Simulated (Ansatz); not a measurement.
Relaxed candidate structures of Cd:

**A**
```xyz
8
Lattice="-3.5336 3.5336 3.5336 3.5336 -3.5336 3.5336 3.5336 3.5336 -3.5336" Properties=species:S:1:pos:R:3 pbc="T T T"
Cd     1.4871     1.4871     1.4871
Cd    -1.4871     2.0466     1.4871
Cd     2.0466     1.4871    -1.4871
Cd     1.4871    -1.4871     2.0466
Cd     3.2539     3.2539     3.2539
Cd     0.2798     3.8134    -0.2798
Cd     3.8134    -0.2798     0.2798
Cd    -0.2798     0.2798     3.8134
```

**B**
```
Cd
1.0
    1.62748     0.93962     2.38739
   -1.62748     0.93962     2.38739
    0.00000    -1.87925     2.38739
Cd
1
Cartesian
  0.00000  -0.00001   3.58108
```

**C**
```
Cd
1.0
    2.96199     0.00000     0.00000
   -1.48100     2.56516     0.00000
    0.00000     0.00000     5.79821
Cd
2
Direct
  0.33333   0.66667   0.75000
  0.66667   0.33333   0.25000
```

**D**
```
Cd
1.0
    5.46556     0.00000     0.00000
    0.00000     5.46556     0.00000
    0.00000     0.00000     5.40668
Cd
4
Direct
  0.00000   0.50000   0.50000
  0.50000   0.00000   0.00000
  0.00000   0.00000   0.00000
  0.00000   0.00000   0.50000
```

**E**
```
Cd
1.0
    2.93459     0.00000     0.00000
   -1.46730     2.54143     0.00000
    0.00000     0.00000     3.26106
Cd
1
Direct
  0.00000   0.00000   0.00000
```

**F**
```cif
data_Cd2
_chemical_formula_sum 'Cd2'
_space_group_name_H-M_alt 'P 1'
_space_group_IT_number 1
_cell_length_a 4.37280
_cell_length_b 4.37280
_cell_length_c 4.37280
_cell_angle_alpha 96.229
_cell_angle_beta 96.229
_cell_angle_gamma 141.537
loop_
_space_group_symop_operation_xyz
  'x, y, z'
loop_
_atom_site_label
_atom_site_type_symbol
_atom_site_fract_x
_atom_site_fract_y
_atom_site_fract_z
_atom_site_occupancy
Cd1 Cd 0.75000 0.25000 0.50000 1
Cd2 Cd 0.00000 0.00000 0.00000 1
```

Task: Order them by energy per atom (lowest first) at the level r2SCAN (plane waves to 500 eV, PAW, scalar-relativistic; Ansatz, a quantum-chemistry and plane-wave program).

Result: C (reference), B (+0.02 eV/atom), A (+0.04 eV/atom), E (+0.09 eV/atom), F (+0.14 eV/atom), D (+0.46 eV/atom)

Each run could gain symmetry but not lose that of its start, so entries can be saddle points. From databases, or of a type measured for this composition: P6₃/mmc, hP2, hcp (Mg type); the others are generated cells (placed on structure types, drawn at random, substituted or restacked) that were not matched to a known phase here. Static energies at zero pressure. Each cell has its own k-point mesh; energy differences are given only to the digits this allows. No spin polarisation in the result.
